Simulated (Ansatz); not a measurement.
Relaxed ZrB2 (AlB2 type, space group P6/mmm):

```xyz
3
Lattice="3.1677 0.0000 0.0000 -1.5839 2.7433 0.0000 0.0000 0.0000 3.5503" Properties=species:S:1:pos:R:3 pbc="T T T"
Zr     0.0000     0.0000     0.0000
B      0.0000     1.8289     1.7751
B      1.5839     0.9144     1.7751
```

The atoms are displaced by Q × the pattern below (from a DFPT mode at Γ, largest move 1; Q in Å), at fixed cell.

```tsv
atom	x	y	z
Zr1	0.000	0.000	-0.237
B2	0.000	0.000	1.000
B3	0.000	0.000	1.000
```

These are r2SCAN (plane waves to 500 eV, PAW, scalar-relativistic; Ansatz, a quantum-chemistry and plane-wave program) values and carry that method's errors. k mesh 17×17×13 (Γ-centred), Fermi-Dirac smearing 0.05 eV. Energies are smeared free energies. With partly filled bands, energies and forces of such displacements shift with the k mesh and the smearing. ZrB2 is run without spin polarisation. ZrB2 was relaxed with its symmetry unable to fall. ΔE is measured from the undisplaced structure.

```csv
Q (Å),ΔE (meV/cell)
-0.100,110
-0.067,49
-0.033,12
0.000,0
0.033,12
0.067,49
0.100,110
```

Q: Which DFPT wavenumber at Γ belongs to this mode?
(A) 550 cm⁻¹
(B) 471 cm⁻¹
(C) 769 cm⁻¹

A: B, 471 cm⁻¹. The curvature of the scan gives 471 cm⁻¹

(For displaced atoms, the force is minus the slope of the energy, and its curvature is a force constant, which sets phonon frequencies.)
